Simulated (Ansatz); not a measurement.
Ba$_{2}$CdMoO$_{6}$:
```
Ba2CdMoO6
1.0
    0.00000     4.17413     4.17413
    4.17413     0.00000     4.17413
    4.17413     4.17413     0.00000
Ba Cd Mo O
2 1 1 6
Direct
  0.25000   0.25000   0.25000
  0.75000   0.75000   0.75000
  0.50000   0.50000   0.50000
  0.00000   0.00000   0.00000
  0.77043   0.22957   0.22957
  0.22957   0.77043   0.77043
  0.22957   0.77043   0.22957
  0.77043   0.22957   0.77043
  0.22957   0.22957   0.77043
  0.77043   0.77043   0.22957
```

Relaxed with r²SCAN.

Task: Give the Bader charges and basin volumes of the independent atoms, r²SCAN in the plane-wave PAW code Ansatz.

Result: 

| atom | Bader charge (e) | Bader volume (Å³) |
|---|---|---|
| Ba1 | +1.62 | 22.6 |
| Cd3 | +1.34 | 13.1 |
| Mo4 | +2.86 | 8.2 |
| O5 | -1.24 | 13.1 |

Space group Fm-3m. The workflow started from a Materials Project entry (that database holds measured and hypothetical structures alike); the Crystallography Open Database copy checked does not list it. Whether it is the stable phase at ambient conditions was not checked. The cell was relaxed with r²SCAN under the symmetry of its start; its stability against distortions is not shown here. The run is not spin-polarised. No Hubbard U is applied. Spin–orbit coupling is left out wherever it is not named.

Potentials: the later of the program's two PAW sets.
